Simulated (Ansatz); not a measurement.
A generator proposed this cell of Ta4Br.

```cif
data_structure
_symmetry_space_group_name_H-M 'P 1'
_symmetry_Int_Tables_number 1
_cell_length_a 5.1864
_cell_length_b 5.1864
_cell_length_c 5.1864
_cell_angle_alpha 136.951
_cell_angle_beta 104.921
_cell_angle_gamma 90.672
_cell_volume 87.69
loop_
_atom_site_label
_atom_site_type_symbol
_atom_site_fract_x
_atom_site_fract_y
_atom_site_fract_z
_atom_site_occupancy
Ta1 Ta 0.53800 0.34213 0.19587 1
Ta2 Ta 0.14626 0.34213 0.80413 1
Ta3 Ta 0.85374 0.65787 0.19587 1
Ta4 Ta 0.46200 0.65787 0.80413 1
Br1 Br 0.00000 0.00000 0.00000 1
```

The calculation used DFT PBE, scalar-relativistic, plane waves, PAW (Ansatz). Cutoff 420 eV; k points 6×6×6 on the computed 5-atom cell (Γ-centred); Gaussian smearing, width 0.10 eV; no spin polarisation.

Formation energies are uncorrected and refer to the elements' standard structures at the same level. The references include crystalline Br.

Question: What does a single point on this coarse mesh give?

Answer: The pressure is 50.1 GPa (the mean over three directions, positive in compression), the largest force is 2.22 eV/Å, and the energy is +2.72 eV/atom against the elements. The shortest distance is 2.30 Å.

Question: How much does it gain on relaxing, and where does it end?

Answer: Relaxing gains about 1.5 eV/atom (the start's value is from the coarse mesh, so the gain is rough) in 18 ionic steps and ends at +1.24 eV/atom on the finer mesh. The symmetry stays Immm (No. 71). The volume per atom grows by 25.4 %, from 17.5 to 22.0 Å³. The shortest distance goes from 2.30 Å (Ta–Ta) to 2.69 Å (Ta–Ta). Conventional cell: a = 4.823 Å, b = 5.426 Å, c = 8.402 Å. Ta has 5 Ta at 2.69–2.81 Å and 3 Br at 3.10–3.13 Å; Br has 12 Ta at 3.10–3.13 Å.

The last run used a 10×10×10 mesh for its 5-atom cell and Gaussian smearing of 0.10 eV. Spin–orbit coupling, which can matter for Ta, is left out. The reference form of Br is held partly by dispersion forces, which this level lacks. The relaxation can't lower the symmetry of the start. Symmetry constrained the relaxation, so the result can be a saddle point. Another cell of Ta4Br relaxed alike, in I4/m, lies 0.69 eV/atom lower, so this cell isn't the stable form at this level.
